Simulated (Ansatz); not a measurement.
**Relaxing niobium (fcc)**

Level of theory: DFT, PBEsol, plane waves (420 eV) with PAW, scalar-relativistic (Ansatz). (PAW data from PBE, frozen cores regenerated.)

k-point mesh 13×13×13, Fermi-Dirac smearing 0.1 eV, no spin polarisation. Cell and atoms relax.

Starting structure:

```xyz
1
Lattice="0.0000 2.0791 2.0791 2.0791 0.0000 2.0791 2.0791 2.0791 0.0000" Properties=species:S:1:pos:R:3 pbc="T T T"
Nb    0.0000    0.0000    0.0000
```

What cell does the relaxation end in?

Fm-3m with a = 4.173 Å; 18.17 Å³ per atom against 17.98 at the start (1.1 %).

How much energy does the relaxation gain?

1.1 meV per atom.
